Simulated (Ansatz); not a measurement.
SiO2 (P4_12_12), relaxed and computed with several functionals in Ansatz (plane waves, PAW).

```csv
functional,a (Å),c (Å),V (Å³/atom),gap (eV),B₀ by P(V) fit (GPa)
HSE06,5.065,7.080,15.13,7.40,15.2
r²SCAN,4.984,6.924,14.33,6.34,15.0
PBEsol,5.030,7.012,14.78,5.57,13.1
LDA,4.945,6.872,14.01,5.55,12.1
```

All cells were relaxed under the symmetry of their starts (and spin orders); stability against distortions was not tested throughout.

Potentials: the later of the program's two PAW sets.

Ansatz (a first-principles code) is a plane-wave DFT program.
